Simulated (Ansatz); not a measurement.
# Al₂Cu squeezed and stretched

A database entry relaxed whole under r2SCAN (I4/mcm):

```
Al Cu
1.0
    -3.00787    3.00787    2.38843
     3.00787   -3.00787    2.38843
     3.00787    3.00787   -2.38843
Al Cu
4 2
Direct
  0.65869 0.15869 0.81739
  0.15869 0.34131 0.50000
  0.34131 0.84131 0.18261
  0.84131 0.65869 0.50000
  0.25000 0.25000 0.00000
  0.75000 0.75000 0.00000
```

The cell was scaled uniformly, its shape held, and the atoms relaxed at each volume with plane-wave PAW DFT (Ansatz 0.2.0; r2SCAN, 500 eV, 9×9×9 Γ-centred mesh, fermi-dirac occupations of width 0.100 eV; no spin, no spin-orbit coupling). One row is withheld.

| volume (Å³/atom) | energy over the lowest (meV/atom) | pressure (GPa) |
| --- | --- | --- |
| 13.542 | 20.4 | 8.09 |
| 13.830 | 8.7 | 5.09 |
| 14.118 | 2.0 | 2.40 |
| 14.406 | 0.0 | -0.01 |
| 14.694 | 2.1 | -2.16 |
| 14.982 | ? | ? |
| 15.270 | 16.8 | -5.82 |

Problem. Fit the pressures of the other rows to the third-order Birch-Murnaghan form.

Solution. With f = [(V₀/V)^(2/3) − 1]/2 and P = 3B₀f(1 + 2f)^(5/2)[1 + 3(B₀′ − 4)f/2], least squares gives V₀ = 14.40 Å³ an atom, B₀ = 114 GPa and B₀′ = 4.5; the rows miss the fit by less than 0.01 GPa. The slope of the energies differs from these pressures by less than 0.05 GPa.

Problem. What does the withheld row hold?

Solution. The fit gives -4.09 GPa at 14.982 Å³; the run gave -4.09 GPa and 7.8 meV an atom.

Caveats: the shape of the cell was held, so B₀ is an upper bound where the axes differ in stiffness; 0 K, fixed nuclei; the symmetry was kept, and this need not be the phase that is stable at 0 K; one mesh for all volumes; pressure is positive in compression.
